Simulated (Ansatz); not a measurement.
CaO:
```yaml
crystal:
  lattice:
    - [0.00000, 2.39206, 2.39206]
    - [2.39206, 0.00000, 2.39206]
    - [2.39206, 2.39206, 0.00000]
  atoms:
    - { symbol: Ca, position: [0.00000, 0.00000, 0.00000] }
    - { symbol: O, position: [0.50000, 0.50000, 0.50000] }
```

Relaxed with r²SCAN+D4. Special points in fractions of this cell's reciprocal vectors: Γ (0.000, 0.000, 0.000); X (0.500, 0.000, 0.500); U (0.625, 0.250, 0.625); K (0.375, 0.375, 0.750); L (0.500, 0.500, 0.500); W (0.500, 0.250, 0.750).

Task: List the band energies nearest the valence-band maximum at these points for r²SCAN+D4 (plane waves, PAW; program Ansatz).

Result: In eV from the valence-band maximum; about four levels below and three above (degenerate sets whole), none deeper than 8.9 eV; points with the same levels are listed once.

```tsv
k	below	above
Γ	0.00 0.00 0.00	5.55 6.89 6.89 6.89
X	-1.30 -0.37 -0.37	4.20 8.88 9.73
U	-1.33 -1.20 -0.79	5.74 8.74 9.40
L	-2.63 -1.21 -1.21	7.76 9.11 9.11
W	-1.30 -1.05 -1.05	6.97 6.97 9.22
```

Space group Fm-3m (rock salt). The r²SCAN+D4 relaxation kept the symmetry of its start.

Potentials: the later of the program's two PAW sets.
